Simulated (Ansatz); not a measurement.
**Ansatz 0.2.0, single run: MnNbSn**

Run with:

```bash
ansatz run input.yaml --threads 1 --pin off --max-ram 2560MiB --backend cpu --events-out ev --progress --plain --runs-dir out
```

The input file (Ansatz 0.2.0, plane waves):

```yaml
crystal:
  lattice:
    - [6.951866, 0.0, 0.0]
    - [-3.475933, 6.020496, 0.0]
    - [0.0, 0.0, 3.859667]
  atoms:
    - { symbol: Nb, position: [0.582, 0.0, 0.5] }
    - { symbol: Nb, position: [0.418, 0.418, 0.5] }
    - { symbol: Nb, position: [0.0, 0.582, 0.5] }
    - { symbol: Mn, position: [0.252, 0.0, 0.0] }
    - { symbol: Mn, position: [0.748, 0.748, 0.0] }
    - { symbol: Mn, position: [0.0, 0.252, 0.0] }
    - { symbol: Sn, position: [0.3333, 0.6667, 0.0] }
    - { symbol: Sn, position: [0.6667, 0.3333, 0.0] }
    - { symbol: Sn, position: [0.0, 0.0, 0.5] }
  symmetry: { tolerance: 0.0003 }
kpoints:
  mp_grid: { grid: [4, 4, 6], shift: [0, 0, 0] }
magnetization:
  spin_polarized: false
scf:
  occupations: { method: fermi_dirac }
hamiltonian:
  pseudopotentials: { kind: paw }
  xc: pbe
  hubbard: { sites: [{ species: Mn, l: d, u_eff: 3.0 }], double_counting: fll }
basis:
  ecutwfc: 420
output:
  forces: true
  stress: true
  eigenvalues: true
```

Origin of the cell: a known structure type with other elements, at an estimated volume, so it need not be a known compound.

The smearing width isn't typed, so it takes its default of 0.1 eV.

Output (shortened):

```
Warning: the atoms were moved onto the symmetric positions of the space group found under crystal.symmetry.tolerance 3.0e-4 (fractional; no operation is sought that the atoms, as they stand i […]
Nb: projections on atomic orbitals take those of the free atom [Ar 3d10] 4s2 4p6 4d4 5s1, of charge +0.00 (hamiltonian.pseudopotentials.projection_atoms); the dataset's partial waves leave at […]
Mn: projections on atomic orbitals take those of the free atom [Ne] 3s2 3p6 3d5 4s2, of charge +0.00 (hamiltonian.pseudopotentials.projection_atoms); the dataset's partial waves leave at most […]
Sn: projections on atomic orbitals take those of the free atom [Kr] 4d10 5s2 5p2, of charge +0.00 (hamiltonian.pseudopotentials.projection_atoms); the dataset's partial waves leave at most 5. […]
Pseudopotentials: kind: paw
Pseudopotential: Nb, paw, valence charge 13, recommended cutoff 420 eV (normal), Nb.paw.azcp
Pseudopotential: Mn, paw, valence charge 15, recommended cutoff 420 eV (normal), Mn.paw.azcp
Pseudopotential: Sn, paw, valence charge 14, recommended cutoff 420 eV (normal), Sn.paw.azcp
Functional definition: PBE
  exchange = pbe_x(kappa = kappa, mu = beta*pi^2/3)
  correlation = pbe_c(beta = beta)
Crystal: 9 atoms, lattice volume = 161.541 Å³
[… 11 lines left out …]
Initial density: superposition of atomic densities (chi_scale 0.1, normalization cell, long waves of neutral atoms under a Hubbard term (reshape's long-wave potential 0.00 eV rms, cloud 3.03 Å wide))
Functional: x = pbe(κ = 0.804, μ = 0.219515), c = pbe(β = 0.066725)
SCF iter   1: F=—  HF=-43432.334565 eV  Δρ=3.20e-1  dr2=2.75e2  defer=1
SCF iter   2: F=—  HF=-43466.061949 eV  Δρ=5.60e-1  dr2=6.77e2  defer=17  recentre
SCF iter   3: F=—  HF=-43415.877217 eV  Δρ=7.62e-2  dr2=9.44e0
SCF iter   4: F=—  HF=-43414.090118 eV  Δρ=4.80e-2  dr2=9.22e0
SCF iter   5: F=—  HF=-43413.565270 eV  Δρ=4.28e-2  dr2=3.45e0  defer=1
SCF iter   6: F=—  HF=-43413.687583 eV  Δρ=3.29e-2  dr2=1.84e0
SCF iter   7: F=—  HF=-43413.725223 eV  Δρ=1.62e-2  dr2=3.41e-1
SCF iter   8: F=—  HF=-43413.735767 eV  Δρ=4.81e-3  dr2=7.19e-2
SCF iter   9: F=—  HF=-43413.733888 eV  Δρ=6.96e-3  dr2=6.64e-2
SCF iter  10: F=—  HF=-43413.728273 eV  Δρ=2.76e-3  dr2=9.19e-3
SCF iter  11: F=—  HF=-43413.726802 eV  Δρ=6.97e-4  dr2=4.04e-4
SCF iter  12: F=—  HF=-43413.726920 eV  Δρ=7.10e-4  dr2=8.27e-4
SCF iter  13: F=—  HF=-43413.726906 eV  Δρ=4.33e-4  dr2=3.42e-4
SCF iter  14: F=—  HF=-43413.726891 eV  Δρ=4.85e-5  dr2=4.41e-6
SCF iter  15: F=—  HF=-43413.726886 eV  Δρ=1.55e-5  dr2=3.02e-7
SCF iter  16: F=—  HF=-43413.726886 eV  Δρ=1.99e-5  dr2=7.31e-7
SCF iter  17: F=-43413.726886 eV  HF=-43413.726886 eV  Δρ=2.30e-6  dr2=1.11e-8
SCF 1 converged in 17 iterations: F = -43413.726886 eV  dr2 = 1.11e-8
SCF converged after 17 iterations
Free energy (F): -43413.726886 eV
Harris-Foulkes:  -43413.726886 eV  (|F-HF|=1.08e-8)
Internal energy: -43413.489277 eV  (E = F + TS)
E sigma→0 (E₀):  -43413.608081 eV
Entropy (-TS):   -0.237609 eV (-26.401 meV/atom)
Fermi energy:    15.808369 eV
--- Per-component energies (eV) ---
  E_band       = -1021.189654
  E_kinetic    = 2660.470821
  E_local      = -10352.297087  (includes V_loc(G=0)·N_el)
  E_nonlocal   = 993.540114
  E_hartree    = 4676.766639
  E_xc         = -2011.291416
  E_vxc        = -1359.558776  (∫ρ·V_xc dr)
  E_hubbard    = 8.481715  (on-site DFT+U / exact-exchange correction)
  E_vhub       = -10.069039  (the Hubbard potential's part of the band-sum identity)
  E_paw        = -25542.616897  (= ΣΔE_a)
  E_vpaw       = -2306.813006  (= ΣTr[D̂ρ^β])
  E_aug_tail   = -0.000010  (compensation charges beyond the density's cutoff)
  E_ewald      = -13846.543156
  E_smearing   = -0.237609  (= −TS)
  Σ components = -43413.726886   (vs F -43413.726886, Δ=0.00e0)
--- Forces (eV/Å), atoms counted from 1 ---
  atom   1  Nb     0.263648    -0.000000    -0.000000
  atom   2  Nb    -0.131824    -0.228326     0.000000
  atom   3  Nb    -0.131824     0.228326     0.000000
  atom   4  Mn     0.218999    -0.000000    -0.000000
  atom   5  Mn    -0.109500    -0.189659    -0.000000
  atom   6  Mn    -0.109500     0.189659     0.000000
  atom   7  Sn     0.000000     0.000000     0.000000
  atom   8  Sn     0.000000    -0.000000     0.000000
  atom   9  Sn    -0.000000    -0.000000     0.000000
  max |Σ_I F_I| component: 1.27e-16 eV/Å
--- Stress (GPa, compression-positive) ---
       -3.721992      -0.000000       0.000000
       -0.000000      -3.721992      -0.000000
        0.000000      -0.000000      -7.501436
  P = ⅓ Tr σ = -4.9818 GPa (-49.818 kbar)
Occupation matrices written to <dir>
```

Caveats: no spin polarisation, so a magnetic state may lie lower.

It ran for 48 s of wall time on 1 CPU thread(s) of a shared host, from the program's own first density.
